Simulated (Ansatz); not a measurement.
Given:

TaAs:
Space group I4₁md (No. 109); a = 3.4287 Å, b = 3.4287 Å, c = 11.5842 Å, α = 90.00°, β = 90.00°, γ = 90.00°

```tsv
atom	site	symmetry	x	y	z
Ta	4a	2mm.	0.0000	0.0000	0.7503
As	4a	2mm.	0.0000	0.0000	0.3323
```
(The calculation used a cell of 4 atoms; values per cell refer to that cell.)

This is the PBEsol-relaxed structure.

**Question.** All from PBEsol (plane waves, PAW; program Ansatz), unless another level is named. Estimate the highest zone-centre frequency.

**Answer.** 262 cm^-1.

**Question.** What about the bulk modulus (Birch–Murnaghan fit)?

**Answer.** 189 GPa.

Space group I4_1md. The cell was relaxed with PBEsol under the symmetry of its start; of distortions, only those at the zone centre were tested. No spin polarisation was allowed. As this level gives no gap, phonon frequencies hold no LO–TO term and depend on the k-mesh and smearing (Fermi–Dirac, 0.1 eV here). Spin–orbit coupling is left out wherever it is not named.

Potentials: the earlier of the program's two PAW sets.
